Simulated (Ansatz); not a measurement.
SrO (rock salt, space group No. 225) under volume change, the program Ansatz at the r²SCAN level (PAW), scaled uniformly.

```csv
V (Å³/atom),E − E(relaxed) (meV/atom),P (GPa)
15.626,48.2,10.90
16.142,20.2,6.65
16.657,(withheld),(withheld)
17.172,0.0,0.00
17.687,4.3,-2.59
18.202,(withheld),(withheld)
18.717,34.7,-6.66
```

### Question
Fill in the missing entries.

### Answer

- 18.202, E − E(relaxed) (meV/atom): 16.2
- 18.202, P (GPa): -4.79
- 16.657, E − E(relaxed) (meV/atom): 4.8
- 16.657, P (GPa): 3.05

### Question
What does a third-order Birch–Murnaghan fit give for V₀, B₀ and B′?

### Answer
V₀ = 17.17 Å³/atom, B₀ = 93.6 GPa, B′ = 4.5.

Space group Fm-3m (rock salt). The cell was relaxed with r²SCAN under the symmetry of its start; phonons on a q-mesh show no instability.

Potentials: the later of the program's two PAW sets.
